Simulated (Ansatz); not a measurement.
Y, DFT, LDA, PAW with Ansatz's default frozen-core files, scalar-relativistic (Ansatz 0.2.0), run on 1 thread of Arm Neoverse V2 on a shared host.

The geometry is COD entry 1539818, unchecked; take it as a test cell. The listed cell was then made from it by scaling, straining or moving an atom.

Command: `ansatz run input.yaml --threads 1 --pin off --max-ram 3072MiB --backend cpu --events-out ev --progress --plain --runs-dir out`

```yaml
crystal:
  lattice:
    - [3.7231154432, 0.0, 0.0]
    - [-1.8615577216, 3.224312555, 0.0]
    - [0.0, 0.0, 5.8601227356]
  atoms:
    - { symbol: "Y", position: [0.3333333333, 0.6666666667, 0.25] }
    - { symbol: "Y", position: [0.6666666667, 0.3333333333, 0.75] }
kpoints:
  mp_grid: { grid: [12, 12, 7] }
scf:
  occupations: { method: fermi_dirac, width: 0.08 }
hamiltonian:
  xc: lda
  pseudopotentials: { kind: paw }
output:
  forces: true
  stress: true
  eigenvalues: true
  efg: { contact_densities: true }
```

Question: How large is the problem that the program sets up?

Answer: 76 irreducible k-points, 1387 plane waves at Γ, 15 bands.

Question: Estimate the wall time and the peak memory.

Answer: 3.6 s of wall time for 6 SCF iterations, with a peak of 0.37 GiB. Times on shared machines scatter by tens of per cent.

Question: And the same cell and mesh by crystal-made all-electron datasets, asked for forces, stress, eigenvalues, efg, on the same hardware?

Answer: 7.5 s, peak memory 0.4 GiB.
